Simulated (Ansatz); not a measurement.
Theory: DFT PBE, scalar-relativistic, plane waves, PAW (Ansatz 0.2.0). Settings: cutoff 420 eV, Γ-centred meshes spaced at most about 0.3 Å⁻¹, and about 0.25 Å⁻¹ or finer for metals (2π included), Gaussian smearing. No spin polarisation in the final relaxations.

These are static total energies at zero pressure.

Compare these two cells of Ba₃HfO, each relaxed at this level.

A.

```xyz
5
Lattice="7.5534 0.0000 0.0000 0.0000 7.5534 0.0000 0.0000 0.0000 3.9729" Properties=species:S:1:pos:R:3 pbc="T T T"
Ba    0.0000    3.7767    0.0000
Ba    3.7767    0.0000    0.0000
Ba    3.7767    3.7767    0.0000
Hf    0.0000    0.0000    0.0000
O     0.0000    0.0000    1.9864
```

B.

```xyz
5
Lattice="5.8528 0.0000 0.0000 0.0000 5.8528 0.0000 0.0000 0.0000 6.9262" Properties=species:S:1:pos:R:3 pbc="T T T"
Ba    2.9264    0.0000    3.4631
Ba    0.0000    2.9264    3.4631
Ba    0.0000    0.0000    0.0000
Hf    0.0000    0.0000    3.4631
O     2.9264    2.9264    3.4631
```

**Question.** Which is lower in energy, and by how much?

**Answer.** A is lower, by 0.72 eV/atom. A has space group P4/mmm (No. 123), 45.3 Å³/atom and no gap on its mesh; B has space group P4/mmm (No. 123), 47.5 Å³/atom and no gap. Counting Ba or Hf atoms around O (for each partner element, those within 1.25 times its shortest distance or 1.15 times the sum of covalent radii, where it is the nearest in units of that sum or under 1.3), A has O 2 and B has O 4. The denser one is the lower, and pressure would at first widen the difference. In A, Ba on a site of symmetry mmm is surrounded by 2 Hf at 3.78 Å, 4 Ba at 3.78–3.97 Å and 4 O at 4.27 Å; Hf has 2 O at 1.99 Å and 4 Ba at 3.78 Å; around O lie 2 Hf at 1.99 Å, 2 O at 3.97 Å and 8 Ba at 4.27 Å; 1 more site not described. In B, Ba on a site of symmetry mmm is surrounded by 2 Hf at 2.93 Å, 2 O at 2.93 Å, 4 Ba at 4.14 Å and 4 Ba at 4.53 Å; Hf is surrounded by 4 Ba at 2.93 Å and 2 Ba at 3.46 Å; around O lie 4 Ba at 2.93 Å; 1 more site not described. Both come from invented guesses. A third cell relaxed alike, in P4/mmm, lies 0.40 eV/atom below the lower of the two.

Spin–orbit coupling, which can matter for Hf, is left out. A magnetic state wasn't ruled out in cells without spin, among them P4/mmm at 45.3 Å³/atom, P4/mmm at 47.5 Å³/atom. Cells relaxed within their symmetry can be saddle points.
